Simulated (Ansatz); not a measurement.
SiO2:
```
CELL_PARAMETERS angstrom
      4.94920     0.00000     0.00000
     -2.47460     4.28613     0.00000
      0.00000     0.00000     5.44188
ATOMIC_POSITIONS crystal
  Si 0.52964 0.52964 0.00000
  Si 0.47036 0.00000 0.33333
  Si 0.00000 0.47036 0.66667
  O  0.26694 0.41251 0.78550
  O  0.58749 0.85443 0.11884
  O  0.14557 0.73306 0.45217
  O  0.41251 0.26694 0.21450
  O  0.85443 0.58749 0.88116
  O  0.73306 0.14557 0.54783
```

Relaxed with PBEsol. Special points in fractions of this cell's reciprocal vectors: Γ (0.000, 0.000, 0.000); M (0.500, 0.000, 0.000); K (0.333, 0.333, 0.000); A (0.000, 0.000, 0.500); L (0.500, 0.000, 0.500); H (0.333, 0.333, 0.500).

Question: List the band energies nearest the valence-band maximum at these points for PBEsol (plane waves, PAW; program Ansatz).

Answer: In eV from the valence-band maximum; about four levels below and three above (degenerate sets whole), none deeper than 8.9 eV; points with the same levels are listed once.

```csv
k,below,above
Γ,-1.00 -1.00 -0.69 -0.31 -0.31,5.72 9.06 9.06
M,-1.01 -0.76 -0.27 -0.04,7.95 8.72 9.41
K,-1.20 -1.20 -0.43 -0.43 0.00,8.61 8.61 9.15
A,-1.20 -0.22 -0.22 -0.09,7.67 7.67 8.81
L,-0.87 -0.84 -0.59 -0.18,8.55 9.07 9.40
H,-0.92 -0.92 -0.76 -0.57 -0.57,8.62 9.51 9.51
```

Space group P3_121. Symmetry was held in the PBEsol relaxation.

Potentials: the earlier of the program's two PAW sets. The files were generated under PBE; for other functionals the program regenerates the frozen cores, and for LDA and PBEsol the local potential too.
